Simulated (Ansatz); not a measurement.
## Notes on MnPbO3

```
Mn O Pb
1.0
     3.82599    0.00000    0.00000
     0.00000    3.82599    0.00000
     0.00000    0.00000    3.82599
Mn O Pb
1 3 1
Direct
  0.00000 0.00000 0.00000
  0.50000 0.00000 0.00000
  0.00000 0.50000 0.00000
  0.00000 0.00000 0.50000
  0.50000 0.50000 0.50000
```

Method: PBEsol, with U_eff = 3.18 eV on Mn d (all-electron-ortho-atomic projectors), collinear spin; PAW, plane waves to 420 eV, 6×6×6 Γ-centred mesh, fermi-dirac occupations (width 0.0121 eV) (Ansatz 0.2.0), atoms fixed.

Magnetic state (reached from a saved solution, and it need not be the lowest): Mn1 up.

(1) What does the stress say?

(2) What do density and ELF say about some of the short contacts?

(3) Metal or insulator?

(4) Which element gives electrons and which takes them?

Origin: a known structure type with other elements, at an estimated volume, so it need not be a known compound. Caveats: another magnetic order, which this cell may not hold, can open a gap.

## Answers

(1) The pressure is 2.2 GPa (compression positive), so with the atoms held at these fractions the cell would first expand.

(2) Mn–O at 1.91 Å: least valence density 0.74 e/Å³ and ELF 0.22 there. Pb–O at 2.71 Å: least valence density 0.21 e/Å³ and ELF 0.12 there. These are pseudo-fields; inside the PAW spheres they differ from the all-electron ones.

(3) It is a metal, with about 1.3 states/eV a cell as the mean within 0.25 eV of the Fermi level, mostly O p (53 %), Mn d (27 %) and Pb s (12 %).

(4) Bader charges in e: Mn +1.87, Pb +1.44, O -1.10. In the mean Mn gives up most and O takes most.
